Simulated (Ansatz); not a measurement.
**Zone-centre phonons of BeCo at 5 GPa: input and output**

All numbers below come from Ansatz 0.2.0, DFT LDA, scalar-relativistic, plane waves, PAW.

Launched with:
```bash
ansatz run input.yaml --threads 1 --pin off --max-ram 3072MiB --backend cpu --events-out ev --progress --plain --runs-dir out
```

Input (bare energies are in eV):
```yaml
crystal:
  lattice:
    - [2.5201066205, 0.0, 0.0]
    - [0.0, 2.5201066205, 0.0]
    - [0.0, 0.0, 2.5201066205]
  atoms:
    - { symbol: Be, position: [0.0, 0.0, 0.0] }
    - { symbol: Co, position: [0.5, 0.5, 0.5], spin: 0.17 }
basis:
  ecutwfc: 420
kpoints:
  mp_grid: { grid: [16, 16, 16] }
hamiltonian:
  xc: lda
scf:
  occupations: { method: gaussian, width: 0.2 }
output:
  eigenvalues: true
  populations: true
magnetization:
  spin_polarized: true
phonons:
  method: dfpt
  eigenvectors: true
```

The end of the output:
```
--- Phonons (Γ-DFPT): 2 representative perturbations + reference, on 405 of 4096 k-points (Σ response iterations 6) ---
  k mesh reduced under 8 symmetry operations, with k and −k counted as one. Each operation leaves every solved perturbation unchanged. A smaller set is not used because it would not reduce the number of displacements ...
  ASR residual: 1.486e-4 → 0.000e0 eV/Å²; symmetrization residual: 6.165e-7 eV/Å²
  ASR residual per site (eV/Å²): 7.78e-7 1.49e-4
  Γ frequencies (cm⁻¹): 0.00 0.00 0.00 568.98 568.98 568.98
  non-analytic LO–TO correction: not included (Born effective charges unavailable; polar crystals: no LO–TO splitting at Γ)
--- Löwdin populations: 2 sites ---
  site symbol q [e]    m [muB]
     0     Be      1.0041    -0.0011
     1     Co     17.2657     0.1584
  spilling = 0.038431 (of n_electrons = 19.000000)
```

The run took 59 s on 1 thread of Arm Neoverse V1 (shared host), peak memory 0.74 GiB.

In a metal, frequencies and elastic constants depend on the k mesh and the smearing, soft modes and shear constants most. Other phases may be more stable at this pressure.